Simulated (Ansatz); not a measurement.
## Calculated with Ansatz: CaTl2IrF6, settings compared

Launch command:

```bash
ansatz run input.yaml --threads 1 --pin off --max-ram 2560MiB --backend cpu --events-out ev --progress --plain --runs-dir out
```

Input:

```yaml
crystal:
  lattice:
    - [0.0, 4.256667, 4.256667]
    - [4.256667, 0.0, 4.256667]
    - [4.256667, 4.256667, 0.0]
  atoms:
    - { symbol: Ir, position: [0.5, 0.5, 0.5] }
    - { symbol: F, position: [0.7326, 0.2674, 0.2674] }
    - { symbol: F, position: [0.2674, 0.7326, 0.2674] }
    - { symbol: F, position: [0.2674, 0.7326, 0.7326] }
    - { symbol: F, position: [0.7326, 0.2674, 0.7326] }
    - { symbol: F, position: [0.2674, 0.2674, 0.7326] }
    - { symbol: F, position: [0.7326, 0.7326, 0.2674] }
    - { symbol: Tl, position: [0.25, 0.25, 0.25] }
    - { symbol: Tl, position: [0.75, 0.75, 0.75] }
    - { symbol: Ca, position: [0.0, 0.0, 0.0] }
  symmetry: { tolerance: 0.0003 }
kpoints:
  mp_grid: { grid: [4, 4, 4], shift: [0, 0, 0] }
magnetization:
  spin_polarized: false
scf:
  occupations: { method: fermi_dirac }
hamiltonian:
  pseudopotentials: { kind: paw }
  xc: r2scan
basis:
  ecutwfc: 500
output:
  forces: true
  stress: true
  eigenvalues: true
```

Origin of the cell: a known structure type with other elements, at an estimated volume, so it need not be a known compound.

The smearing width isn't typed, so it takes its default of 0.1 eV.

Output of this run (shortened):

```
Pseudopotentials: kind: paw
Pseudopotential: Ir, paw, valence charge 17, recommended cutoff 500 eV (meta_gga), Ir.paw.azcp
Pseudopotential: F, paw, valence charge 7, recommended cutoff 500 eV (meta_gga), F.paw.azcp
Pseudopotential: Tl, paw, valence charge 13, recommended cutoff 500 eV (meta_gga), Tl.paw.azcp
Pseudopotential: Ca, paw, valence charge 10, recommended cutoff 500 eV (meta_gga), Ca.paw.azcp
Functional definition: r2SCAN
  exchange = r2scan_x(k0 = k0, k1 = k1, a1 = a1)
  correlation = r2scan_c
Crystal: 10 atoms, lattice volume = 154.255 Å³
Basis set: ecut = 500 eV, 3839 PW (Γ), exchange–correlation on 180×180×180 points (64 copies of the dense FFT grid, shifted against one another)
Bands: 58, of which v1, the nominal top of the filled ones, is band 48 counted from 1 (47 counted from 0)
[… 15 lines left out …]
Initial density: superposition of atomic densities (neutral atoms: chi_scale 0, normalization atom), corrected by the library's trained network
Functional: x = r2scan, c = r2scan; τ floored in thin density (d = 2e-4 eV/Å³)
SCF iter   1: F=—  HF=-41549.730957 eV  Δρ=1.16e-2  dr2=3.58e-1  dr2_τ=4.63e-1
SCF iter   2: F=—  HF=-41549.921368 eV  Δρ=4.92e-3  dr2=2.45e-2  dr2_τ=2.03e-2  defer=2
SCF iter   3: F=—  HF=-41549.921932 eV  Δρ=2.38e-3  dr2=7.85e-3  dr2_τ=8.80e-4  defer=2
SCF iter   4: F=—  HF=-41549.921583 eV  Δρ=5.42e-4  dr2=4.43e-4  dr2_τ=7.30e-5  defer=2
SCF iter   5: F=—  HF=-41549.921619 eV  Δρ=1.31e-4  dr2=4.71e-5  dr2_τ=5.68e-6  defer=2
SCF iter   6: F=—  HF=-41549.921787 eV  Δρ=4.29e-5  dr2=1.61e-6  dr2_τ=2.27e-7  defer=2
SCF iter   7: F=—  HF=-41549.921787 eV  Δρ=2.61e-5  dr2=6.79e-7  dr2_τ=5.84e-8  defer=2
SCF iter   8: F=-41549.921787 eV  HF=-41549.921787 eV  Δρ=3.09e-6  dr2=8.10e-9  dr2_τ=1.78e-9
SCF 1 converged in 8 iterations: F = -41549.921787 eV  dr2 = 8.10e-9
SCF converged after 8 iterations
Free energy (F): -41549.921787 eV
Harris-Foulkes:  -41549.921787 eV  (|F-HF|=8.16e-9)
Internal energy: -41549.848980 eV  (E = F + TS)
E sigma→0 (E₀):  -41549.885383 eV
Entropy (-TS):   -0.072807 eV (-7.281 meV/atom)
Fermi energy:    11.001206 eV
--- Per-component energies (eV) ---
  E_band       = -660.672818
  E_kinetic    = 2824.766158
  E_local      = -8197.978613  (includes V_loc(G=0)·N_el)
  E_nonlocal   = 1213.193470
  E_hartree    = 3100.387722
  E_xc         = -1307.928702
  E_vxc        = -1538.591324  (∫ρ·V_xc dr)
  E_paw        = -31710.822307  (= ΣΔE_a)
  E_vpaw       = -1268.744880  (= ΣTr[D̂ρ^β])
  E_aug_tail   = 0.006423  (compensation charges beyond the density's cutoff)
  E_vtau       = 105.902080  (kinetic-family band-sum trace: ∫τ·v_τ [+ j·A + Jᵃ·Aᵃ] dr)
  E_ewald      = -7472.826744
  E_core_change = 1.353614  (= ΣΔE_core)
  E_smearing   = -0.072807  (= −TS)
  Σ components = -41549.921787   (vs F -41549.921787, Δ=0.00e0)
--- Forces (eV/Å), atoms counted from 1 ---
  atom   1  Ir     0.000000    -0.000000    -0.000000
[… 4 lines left out …]
  atom   6  F      0.000000     0.000000    -1.430638
  atom   7  F     -0.000000     0.000000     1.430638
  atom   8  Tl    -0.000000     0.000000    -0.000000
  atom   9  Tl    -0.000000     0.000000    -0.000000
  atom  10  Ca    -0.000000     0.000000    -0.000000
  max |Σ_I F_I| component: 8.86e-16 eV/Å
--- Stress (GPa, compression-positive) ---
        7.877590       0.000000       0.000000
        0.000000       7.877590      -0.000000
       -0.000000       0.000000       7.877590
  P = ⅓ Tr σ = 7.8776 GPa (78.776 kbar)
```

The same input was run again with these changes:

1. `scf.initial_density.chi_scale` default → 0.3; `hamiltonian.hubbard` default → { sites: [{ species: Ir, l: d, u_eff: 1.0 }], double_counting: amf }
2. `basis.ecutrho_ratio` default → 6; `kpoints.mp_grid.shift` [0, 0, 0] → [0.5, 0.5, 0.5]; `scf.convergence.dr2_threshold` default → 1.0e-06
3. `scf.occupations.method` fermi_dirac → methfessel_paxton; `scf.occupations.width` default → 0.2
4. `scf.n_extra_bands` default → 4; `scf.occupations.method` fermi_dirac → tetrahedron

```tsv
run	end	SCF iterations	P (GPa)	max force component (eV/Å)	gap on mesh (eV)	moment (μB)	ΔE(σ→0) (meV/atom)
base	converged	8	7.88	1.431	–	–	0
1	converged	14	7.80	1.360	–	–	–
2	converged	7	7.97	1.471	–	–	1.02
3	converged	8	7.83	1.408	–	–	0.44
4	converged	9	7.96	1.439	–	–	1.61
```

Energies are compared only where functional, datasets, charge and starting cell are the same.

Caveats of the base run: no moments, though an odd count or open d shells may carry them; no spin-orbit coupling, though heavy elements are present; the k mesh is coarse if the cell is a metal.

Run 2: the SCF threshold is loose for forces; the k mesh keeps only part of the crystal's symmetry.
Run 3: wide smearing.
Run 4: forces and stress under tetrahedra may miss the slope of the energy.

The base run took 8.6 s of wall time on 1 CPU thread(s) of a shared host, from the program's own first density.
